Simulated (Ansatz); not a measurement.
VGe (rock salt, space group No. 225), DFT-PBE in the program Ansatz with PAW potentials, all energies at zero smearing, with the estimated change up to a 700 eV cutoff added, with one set of potentials and settings (totals compare only within such a set). Cell of 2 atoms (1 Ge, 1 V): -7207.198 eV.

```json
[
 {"element": "Ge", "reference phase": "Fd-3m, 2 atoms in the cell", "E (eV/atom)": "-4294.9847"},
 {"element": "V", "reference phase": "Im-3m, 1 atoms in the cell", "E (eV/atom)": "-2912.4140"}
]
```

Formation energy per atom, worked out: (-7207.198 − 1×(-4294.9847) − 1×(-2912.4140))/2 = 0.101 eV/atom (10 kJ per mol of atoms), at 0 K, without zero-point energy or fitted corrections.

Space group Fm-3m (rock salt). A made-up cell: these elements were put on the sites of a structure type; neither database checked (COD, Materials Project) lists it. Whether it is the stable phase at ambient conditions was not checked. The PBE relaxation kept the symmetry of its start; its stability against distortions is not shown here. Magnetic state: ferromagnetic, the only order run, not a proven ground state. The cell computed holds one magnetic atom, so no antiferromagnetic order was within reach. The references are the lowest solids computed at this level, not always the standard phases.

Potentials: the later of the program's two PAW sets.
